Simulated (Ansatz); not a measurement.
Equation of state of gold, dhcp

Level of theory: DFT, r2SCAN, plane waves (500 eV) with PAW, scalar-relativistic (Ansatz). (PAW data from PBE, frozen cores regenerated.)

The cell is scaled uniformly from the relaxed one, with fractional coordinates and shape fixed. Energies are extrapolated to zero smearing, pressures are those at the given smearing. Magnetic state: spin not included.

```csv
V (Å³/atom),E − E₀ (meV/atom),P (GPa)
15.446,162.5,28.50
16.148,65.5,16.38
16.850,15.1,7.14
17.552,0.0,0.12
18.254,11.7,-5.18
18.956,43.5,-9.18
19.658,90.6,-12.19
```

(1) Fit a third-order Birch-Murnaghan equation.

## Answers

(1) V₀ = 17.56 Å³/atom, B₀ = 151 GPa, B₀′ = 6.0.
